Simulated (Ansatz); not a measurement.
Relaxed-ion elastic tensor of BW (rock salt, space group No. 225) in GPa (Voigt order), plane-wave PAW PBEsol (Ansatz code); density 14.81 g/cm³, 10.91 Å³ per atom.

```json
[
 {"": "1", "1": "710", "2": "127", "3": "127", "4": "0.0", "5": "0.0", "6": "0.0"},
 {"": "2", "1": "127", "2": "710", "3": "127", "4": "0.0", "5": "0.0", "6": "0.0"},
 {"": "3", "1": "127", "2": "127", "3": "710", "4": "0.0", "5": "0.0", "6": "0.0"},
 {"": "4", "1": "0.0", "2": "0.0", "3": "0.0", "4": "134", "5": "0.0", "6": "0.0"},
 {"": "5", "1": "0.0", "2": "0.0", "3": "0.0", "4": "0.0", "5": "134", "6": "0.0"},
 {"": "6", "1": "0.0", "2": "0.0", "3": "0.0", "4": "0.0", "5": "0.0", "6": "134"}
]
```

**Question.** Is the crystal mechanically stable?

**Answer.** Yes: the smallest eigenvalue of C is 134 GPa.

**Question.** Work out the Voigt, Reuss and Hill averages.

**Answer.** K_V = 321, K_R = 321, K_H = 321; G_V = 197, G_R = 171, G_H = 184 GPa.

**Question.** Give Young's modulus, Poisson's ratio, Pugh's ratio and the universal anisotropy index.

**Answer.** E = 9KG/(3K + G) = 464 GPa; ν = 0.26; K/G = 1.74 (near the Pugh limit of 1.75, no verdict); A_U = 5G_V/G_R + K_V/K_R − 6 = 0.75.

**Question.** Estimate the sound speeds and the Debye temperature.

**Answer.** v_l = √((K + 4G/3)/ρ) = 6190 m/s, v_t = √(G/ρ) = 3530 m/s, mean 3920 m/s; Θ = (h/k)(3n/4πV)^(1/3) v_m = 526 K.

**Question.** Give the Zener ratio and Young's modulus along [100], [110] and [111].

**Answer.** A = 2C44/(C11 − C12) = 0.46; 1/E = S11 − 2(S11 − S12 − S44/2)Γ with Γ = 0, 1/4, 1/3 gives 671, 401, 354 GPa.

**Question.** Solve the Christoffel equation for the three sound speeds along [100], [110], [111].

**Answer.** Eigenvalues of C_ijkl n_j n_l equal ρv². In km/s, slowest first: [100] 3.01, 3.01, 6.92; [110] 3.01, 4.44, 6.11; [111] 4.02, 4.02, 5.81.

Space group Fm-3m (rock salt). The start of the workflow was typed in or built on a structure type; neither database checked (COD, Materials Project) lists it. COD files the formula under space group No. 141. Whether it is the stable phase at ambient conditions was not checked. Symmetry was held in the PBEsol relaxation; its stability against distortions is not shown here. The run is not spin-polarised. The volume moved by -19 % from the start of the relaxation. As this level gives no gap, shear constants depend on the k-mesh and smearing (Fermi–Dirac, 0.1 eV here). Spin–orbit coupling is left out wherever it is not named.

Potentials: the earlier of the program's two PAW sets. The files were generated under PBE; for other functionals the program regenerates the frozen cores, and for LDA and PBEsol the local potential too.
